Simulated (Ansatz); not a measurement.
C:
```cif
data_C6
_chemical_formula_sum 'C6'
_space_group_name_H-M_alt 'P 1'
_space_group_IT_number 1
_cell_length_a 3.55662
_cell_length_b 3.55662
_cell_length_c 3.35744
_cell_angle_alpha 90.000
_cell_angle_beta 90.000
_cell_angle_gamma 120.000
loop_
_space_group_symop_operation_xyz
  'x, y, z'
loop_
_atom_site_label
_atom_site_type_symbol
_atom_site_fract_x
_atom_site_fract_y
_atom_site_fract_z
_atom_site_occupancy
C1 C 0.23240 0.46480 0.25000 1
C2 C 0.53520 0.76760 0.58333 1
C3 C 0.23240 0.76760 0.91667 1
C4 C 0.76760 0.53520 0.75000 1
C5 C 0.46480 0.23240 0.08333 1
C6 C 0.76760 0.23240 0.41667 1
```

Relaxed with PBEsol.

### Question
Give the optical modes at the zone centre with their infrared activity from DFPT, plane-wave PAW PBEsol (Ansatz code).

### Answer
Transverse frequencies, without the LO–TO term; a row sums one degenerate level.

```
ω (cm⁻¹)  degeneracy  IR ((D/Å)²/amu)     activity  symmetry
--------  ----------  ---------------  -----------  --------
820                2             0.00  IR-inactive        E2
839                1             0.00  IR-inactive        B1
884                1             0.02           IR        A2
1020               1             0.00  IR-inactive        A1
1075               2             0.23           IR        E1
1082               2             0.00  IR-inactive        E2
1154               2             0.23           IR        E1
1168               1             0.00  IR-inactive        B1
1213               2             0.00  IR-inactive        E2
1227               1             0.00  IR-inactive        B2
```

Space group P6_122. The start of the workflow was typed in or built on a structure type; neither database checked (COD, Materials Project) lists it. It is not the phase usual at ambient conditions (space group No. 194, 227). Symmetry was held in the PBEsol relaxation; whether a distortion lowers the energy is not shown.

Potentials: the later of the program's two PAW sets.
